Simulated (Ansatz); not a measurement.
GaSe:
```cif
data_Ga4Se4
_chemical_formula_sum 'Ga4 Se4'
_space_group_name_H-M_alt 'P63/mmc'
_space_group_IT_number 194
_space_group_name_Hall '-P 6c 2c'
_cell_length_a 3.71099
_cell_length_b 3.71099
_cell_length_c 15.73941
_cell_angle_alpha 90.000
_cell_angle_beta 90.000
_cell_angle_gamma 120.000
loop_
_atom_site_label
_atom_site_type_symbol
_atom_site_symmetry_multiplicity
_atom_site_Wyckoff_symbol
_atom_site_fract_x
_atom_site_fract_y
_atom_site_fract_z
_atom_site_occupancy
Ga1 Ga 4 f 0.33333 0.66667 0.17363 1
Se1 Se 4 f 0.66667 0.33333 0.09974 1
```

Relaxed with LDA.

### Question
Which orbitals make up the states near the band edges in plane-wave PAW LDA (Ansatz code)?

### Answer
Top 1 eV of the valence band: Se 4p 68 %, Ga 4p 21 %, Ga 4s 7 %. Bottom 1 eV of the conduction band: Ga 4p 38 %, Se 4p 31 %, Ga 4s 18 %, Se 4s 6 %, outside the projected shells 8 %. Projections are on Löwdin-orthogonalised atomic valence shells; empty p or d shells of many metals are not among them.

### Question
Tabulate the density of states.

### Answer
States/eV per cell of 8 atoms, in 0.25 eV bins, energy from the valence-band maximum.

```csv
E (eV),total,Se 4p,Ga 4p,Ga 4s
-7.85,1.78,0.63,0.09,1.00
-7.60,5.13,1.70,0.21,3.00
-7.35,3.31,0.91,0.39,1.66
-7.10,5.13,1.11,1.02,2.27
-6.85,2.69,1.14,0.47,0.91
-6.60,4.03,1.98,0.56,1.36
-6.35,1.79,0.88,0.23,0.57
-6.10,1.31,0.64,0.15,0.40
-5.85,1.07,0.52,0.11,0.33
-5.60,0.94,0.46,0.09,0.29
-5.35,0.90,0.44,0.07,0.27
-5.10,0.98,0.51,0.08,0.27
-4.85,2.34,1.36,0.30,0.48
-4.60,4.36,2.61,1.30,0.28
-4.35,5.48,3.27,1.68,0.32
-4.10,4.99,3.01,1.50,0.27
-3.85,3.26,2.18,0.86,0.12
-3.60,4.62,3.22,1.14,0.14
-3.35,5.90,4.15,1.42,0.18
-3.10,5.54,3.98,1.25,0.15
-2.85,7.06,5.24,1.47,0.17
-2.60,7.51,5.53,1.59,0.19
-2.35,9.90,7.36,1.98,0.26
-2.10,5.87,4.02,1.45,0.23
-1.85,4.86,3.27,1.23,0.22
-1.60,3.63,2.54,0.82,0.16
-1.35,2.89,1.96,0.67,0.16
-1.10,2.65,1.79,0.60,0.16
-0.85,0.62,0.40,0.15,0.05
-0.60,0.73,0.49,0.16,0.05
-0.35,0.65,0.46,0.13,0.04
-0.10,0.11,0.08,0.02,0.01
0.15,0.00,0.00,0.00,0.00
0.40,0.00,0.00,0.00,0.00
0.65,0.00,0.00,0.00,0.00
0.90,0.03,0.01,0.00,0.01
1.15,0.78,0.22,0.24,0.21
1.40,2.29,0.67,0.88,0.41
1.65,3.87,1.21,1.48,0.66
1.90,5.90,1.98,2.23,0.96
2.15,6.00,2.00,1.82,1.49
2.40,6.50,2.16,1.59,2.07
2.65,4.84,1.65,1.02,1.69
2.90,1.79,0.58,0.48,0.55
3.15,0.32,0.08,0.15,0.04
3.40,3.58,0.65,1.98,0.20
3.65,5.63,0.92,3.29,0.29
3.90,7.42,1.34,4.08,0.42
4.15,5.09,0.89,2.73,0.30
4.40,7.71,1.51,4.30,0.34
4.65,9.04,1.87,4.76,0.50
4.90,5.01,0.90,2.74,0.28
5.15,2.66,0.54,1.43,0.16
5.40,1.18,0.23,0.62,0.10
5.65,2.33,0.30,1.41,0.13
```

Space group P6_3/mmc. The LDA relaxation kept the symmetry of its start. A crystal of weakly bound layers computed without a dispersion correction: the cell and the soft elastic constants depend strongly on that. Spin–orbit coupling is left out wherever it is not named.

Potentials: the later of the program's two PAW sets.
